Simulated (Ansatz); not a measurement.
Given:

Zn$_{2}$SnO$_{4}$:
```yaml
crystal:
  lattice:
    - [-2.99566, 3.12103, 4.33714]
    - [2.99566, -3.12103, 4.33714]
    - [2.99566, 3.12103, -4.33714]
  atoms:
    - { symbol: Zn, position: [0.89189, 0.14189, 0.75000] }
    - { symbol: Zn, position: [0.10811, 0.85811, 0.25000] }
    - { symbol: Zn, position: [0.50000, 0.50000, 0.50000] }
    - { symbol: Zn, position: [0.50000, 0.00000, 0.00000] }
    - { symbol: Sn, position: [0.00000, 0.50000, 0.50000] }
    - { symbol: Sn, position: [0.50000, 0.50000, 0.00000] }
    - { symbol: O, position: [0.25284, 0.73560, 0.51723] }
    - { symbol: O, position: [0.74716, 0.26440, 0.48277] }
    - { symbol: O, position: [0.71837, 0.73560, 0.98277] }
    - { symbol: O, position: [0.28163, 0.26440, 0.01723] }
    - { symbol: O, position: [0.25099, 0.26610, 0.51512] }
    - { symbol: O, position: [0.74901, 0.73390, 0.48488] }
    - { symbol: O, position: [0.25099, 0.73587, 0.98488] }
    - { symbol: O, position: [0.74901, 0.26413, 0.01512] }
```

This is the PBEsol-relaxed structure.

Task: All from DFT-PBEsol in the program Ansatz with PAW potentials, unless another level is named. Predict the highest zone-centre frequency (without LO–TO term).

Result: 623 cm⁻¹.

Task: And the bulk modulus (Birch–Murnaghan fit)?

Result: 155 GPa.

Space group Imma. The workflow started from a Materials Project entry (that database holds measured and hypothetical structures alike); the Crystallography Open Database copy checked does not list it. Its standing as an ambient phase is unchecked. Symmetry was held in the PBEsol relaxation; whether a distortion lowers the energy is not shown. Spin–orbit coupling is left out wherever it is not named.

Potentials: the later of the program's two PAW sets.
